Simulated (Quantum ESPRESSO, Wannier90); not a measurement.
## ZnCdS2 (P-4m2): Wannier90 run

Materials Project entry mp-971712; symmetrised, unrelaxed at this level. Not found in the COD (Crystallography Open Database) copy used; not checked further. Method: PBEsol plane waves in Quantum ESPRESSO 7.5 (PseudoDojo norm-conserving files, 82 Ry, spinors with spin-orbit coupling), Bloch states on a 4×4×4 mesh through Γ, Wannier90 4.0.1. Density: 8×8×6 mesh, cold smearing 0.01 Ry.

```
begin unit_cell_cart
ang
    3.9543500000    0.0000000000    0.0000000000
    0.0000000000    3.9543500000    0.0000000000
    0.0000000000    0.0000000000    5.7191200000
end unit_cell_cart
mp_grid = 4 4 4
```

**Question.** Which shells of neighbouring k-points and which b-vectors and weights does Wannier90 pick for this cell and mesh?

**Answer.** 
```
 *---------------------------------- K-MESH ----------------------------------*
 +----------------------------------------------------------------------------+
 |                    Distance to Nearest-Neighbour Shells                    |
 |                    ------------------------------------                    |
 |          Shell             Distance (Ang^-1)          Multiplicity         |
 |          -----             -----------------          ------------         |
 |             1                   0.274657                      2            |
 |             2                   0.397232                      4            |
 |             3                   0.482939                      8            |
 |             4                   0.549314                      2            |
 |             5                   0.561772                      4            |
 |             6                   0.625319                      8            |
 |             7                   0.677893                      8            |
 |             8                   0.785706                      8            |
       ... (lines left out)
 +----------------------------------------------------------------------------+
 | The b-vectors are chosen automatically                                     |
 | The following shells are used:                       1,  2                 |
 +----------------------------------------------------------------------------+
 |                        Shell   # Nearest-Neighbours                        |
 |                        -----   --------------------                        |
 |                          1               2                                 |
 |                          2               4                                 |
 +----------------------------------------------------------------------------+
 | Completeness relation is fully satisfied [Eq. (B1), PRB 56, 12847 (1997)]  |
 +----------------------------------------------------------------------------+
 |                  b_k Vectors (Ang^-1) and Weights (Ang^2)                  |
 |                  ----------------------------------------                  |
 |            No.         b_k(x)      b_k(y)      b_k(z)        w_b           |
 |            ---        --------------------------------     --------        |
 |             1         0.000000    0.000000    0.274657     6.628094        |
 |             2         0.000000    0.000000   -0.274657     6.628094        |
 |             3         0.000000    0.397232    0.000000     3.168695        |
 |             4         0.397232    0.000000    0.000000     3.168695        |
 |             5         0.000000   -0.397232    0.000000     3.168695        |
 |             6        -0.397232    0.000000    0.000000     3.168695        |
```
